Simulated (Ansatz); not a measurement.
Mo₂N:
```
Mo2N
1.0
    4.31628     0.00000     0.00000
   -2.15814     3.73801     0.00000
    0.00000     0.00000     4.66485
N Mo
2 4
Cartesian
  0.00000   2.49201   1.16621
  2.15814   1.24600   3.49864
  0.00000   0.00000   0.00000
  0.00000   0.00000   2.33242
  0.00000   2.49201   3.49864
  2.15814   1.24600   1.16621
```

This is the PBE-relaxed structure.

Q: All from PBE (plane waves, PAW; program Ansatz), unless another level is named. Predict the electronic character.

A: metallic (no gap).

Q: And the formation energy from the elements (no fitted shifts)?

A: 1.08 eV/atom.

Q: Next, the density of states at the Fermi level?

A: 0.89 states/eV per atom (mean over ±0.08 eV).

Space group P6_3/mmc. The cell is a constructed one: a structure type filled with these elements; neither database checked (COD, Materials Project) lists it. COD files the formula under space group No. 141, so this cell is another polymorph or a model. Whether it is the stable phase at ambient conditions was not checked. The PBE relaxation kept the symmetry of its start; its stability against distortions is not shown here. The run is not spin-polarised. The references are the lowest solids computed at this level, not always the standard phases (solids in place of the gases). Spin–orbit coupling is left out wherever it is not named.

Potentials: the later of the program's two PAW sets.
